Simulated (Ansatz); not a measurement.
# TlSn: do energies and stresses tell the same story?

Level of theory: Ansatz 0.2.0, DFT r2SCAN, scalar-relativistic, plane waves, PAW.

Plane waves to 500 eV, a k mesh through Γ of 12×12×10 on the computed 2-atom cell and Gaussian smearing (0.10 eV); no spin polarisation.

Relaxed cell: P4/mmm, a = 3.260 Å, b = 3.260 Å, c = 5.450 Å, α = 90.00°, β = 90.00°, γ = 90.00°, 2 atoms in the primitive cell. Whether it is the stable form of this composition wasn't checked.

Energies at zero smearing and pressures from the stress tensor, at volumes with shape and atoms relaxed:
| V (Å³/atom) | E − E(first) (meV/atom) | P (GPa) |
| --- | --- | --- |
| 27.214 | 0.00 | 2.88 |
| 28.082 | -11.22 | 1.33 |
| 28.951 | -14.74 | 0.02 |
| 29.819 | -11.79 | -1.05 |
| 30.688 | -3.67 | -1.94 |

Check P = −dE/dV between neighbouring volumes, and get the bulk modulus from the pressures alone.

With 1 eV/Å³ = 160.2 GPa:
```json
{"middle V (Å³/atom)": "27.648", "−ΔE/ΔV (GPa)": "2.070", "mean P (GPa)": "2.106"}
{"middle V (Å³/atom)": "28.517", "−ΔE/ΔV (GPa)": "0.648", "mean P (GPa)": "0.675"}
{"middle V (Å³/atom)": "29.385", "−ΔE/ΔV (GPa)": "-0.543", "mean P (GPa)": "-0.517"}
{"middle V (Å³/atom)": "30.254", "−ΔE/ΔV (GPa)": "-1.498", "mean P (GPa)": "-1.493"}
```

The two differ by 0.04 GPa at most. The mean of two end pressures misses the average over a step by about ΔV² P″/12, up to 0.02 GPa here; with that taken off 0.02 GPa remains. Around V = 28.951 Å³/atom, the two neighbours give B = −V ΔP/ΔV = 28.951 × 2.38 / 1.737 = 39.7 GPa, against B0 = 39.0 GPa from the Birch–Murnaghan fit of the energies.

Spin–orbit coupling is left out, which can shift energies with elements as heavy as these.